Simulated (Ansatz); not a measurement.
Structures of LiW: which is lowest?

Plane-wave DFT in Ansatz with scalar-relativistic PAW potentials, cutoff 420 eV, Γ-centred meshes chosen by cell and gap, Gaussian smearing with energies taken to zero width. Every cell was relaxed (cell and atoms) in a run of its own, within the symmetry of its start. Functional: PBE.

Relaxed structures (starts from databases or built by putting these elements on another compound's sites):
A. Pm-3m, 2 atoms in the computed cell, a = 2.984 Å; sites (symmetry × multiplicity) Li m-3m × 1, W m-3m × 1; start: built
B. P4/nmm, 4 atoms in the computed cell, a = 3.249 Å, c = 6.300 Å; sites (symmetry × multiplicity) Li 4mm × 2, W 4mm × 2; start: built

Q: Rank them by energy. Could pressure change the order?

A:
```csv
structure,group,E − E(lowest) (meV/atom),V (Å³/atom),gap on mesh (eV)
B,P4/nmm,0.0,16.63,0.00
A,Pm-3m,506,13.29,0.00
```

B is lowest, 506 meV/atom under A. A is denser by 3.34 Å³/atom, so pressure favours it: ΔE/ΔV, with ΔE in eV and 1 eV/Å³ = 160.2 GPa, gives about 24 GPa for equal enthalpy if both cells were rigid; at such pressures compression changes ΔV much, so this is a scale only. Other structures may lie lower than all of these, and vibrations aren't counted.

Spin-orbit coupling is left out, which matters for the bands of heavy elements.